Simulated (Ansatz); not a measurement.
## Fitting the PBE energy curve of Tb3Ag

```cif
data_structure
_symmetry_space_group_name_H-M 'P 1'
_symmetry_Int_Tables_number 1
_cell_length_a 4.8003
_cell_length_b 4.8003
_cell_length_c 4.8003
_cell_angle_alpha 90.000
_cell_angle_beta 90.000
_cell_angle_gamma 90.000
_cell_volume 110.61
loop_
_atom_site_label
_atom_site_type_symbol
_atom_site_fract_x
_atom_site_fract_y
_atom_site_fract_z
_atom_site_occupancy
Tb1 Tb 0.50000 0.50000 0.00000 1
Tb2 Tb 0.50000 0.00000 0.50000 1
Tb3 Tb 0.00000 0.50000 0.50000 1
Ag1 Ag 0.00000 0.00000 0.00000 1
```

The cell comes from a database or a generator and needn't be the stable form of this composition.

The cell was scaled at fixed shape and fractions and run with Ansatz, Ansatz PAW, cutoff 420 eV; PBE, k mesh 6 × 6 × 6 on the cell of 4 atoms, fermi-dirac occupations of 0.05 eV, collinear spin, ferromagnetic start, no spin-orbit coupling. Energies are those that the program minimises, any entropy of the smearing included. For a metal such a mesh isn't converged to the digits shown. The magnetic state is the one that the start led to, which needn't be the lowest. Plain semilocal runs treat an open f shell poorly.

```csv
V (Å³/atom),energy over the lowest row (meV/atom)
25.9934,14.648
26.5465,6.907
27.0995,2.116
27.6526,0.000
28.2056,0.331
28.7587,?
29.3117,7.510
```

Q: Fit the third-order Birch-Murnaghan form, give V0, B0 and B′, and predict the energy left open.

A: With y = (V0/V)^(2/3), E = E0 + (9 V0 B0/16) [(y - 1)³ B′ + (y - 1)² (6 - 4y)]. Least squares through the rows shown give V0 = 27.8486 Å³/atom, E0 = -0.151 meV, B0 = 34.55 GPa (1 eV/Å³ = 160.218 GPa) and B′ = 3.58, with a largest miss of 0.003 meV. At V = 28.7587 the form with these constants gives 2.902 meV; the run gave 2.910 meV an atom.
